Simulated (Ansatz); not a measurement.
SiMo₂C:
```cif
data_C2Mo4Si2
_chemical_formula_sum 'Si2 Mo4 C2'
_space_group_name_H-M_alt 'P63/mmc'
_space_group_IT_number 194
_space_group_name_Hall '-P 6c 2c'
_cell_length_a 3.07073
_cell_length_b 3.07073
_cell_length_c 12.33595
_cell_angle_alpha 90.000
_cell_angle_beta 90.000
_cell_angle_gamma 120.000
loop_
_atom_site_label
_atom_site_type_symbol
_atom_site_symmetry_multiplicity
_atom_site_Wyckoff_symbol
_atom_site_fract_x
_atom_site_fract_y
_atom_site_fract_z
_atom_site_occupancy
Si1 Si 2 d 0.66667 0.33333 0.25000 1
Mo1 Mo 4 f 0.33333 0.66667 0.09311 1
C1 C 2 a 0.00000 0.00000 0.00000 1
```

Relaxed at zero pressure with PBEsol in the plane-wave PAW code Ansatz.

Question: The volume is raised by 6 % and shape and atoms relax at that volume. What pressure results, and how do the axes share the change?

Answer: -12.3 GPa; a 2.3 %, b 2.3 %, c 1.3 %; the energy rises by 31 meV/atom.

Question: Give the new structure.

Answer: 
Space group P6₃/mmc (No. 194); a = b = 3.141 Å, c = 12.497 Å, α = β = 90.00°, γ = 120.00°

```
atom  site  symmetry       x       y       z
----  ----  --------  ------  ------  ------
Si      2d      -6m2  0.6667  0.3333  0.2500
Mo      4f       3m.  0.3333  0.6667  0.0910
C       2a      -3m.  0.0000  0.0000  0.0000
```

The phase is kept; no other phase was compared at this pressure.

Space group P6_3/mmc. The start of the workflow was typed in or built on a structure type; neither database checked (COD, Materials Project) lists it. Whether it is the stable phase at ambient conditions was not checked. The PBEsol relaxation kept the symmetry of its start; whether a distortion lowers the energy is not shown. The run is not spin-polarised.

Potentials: the earlier of the program's two PAW sets. The files were generated under PBE; for other functionals the program regenerates the frozen cores, and for LDA and PBEsol the local potential too.
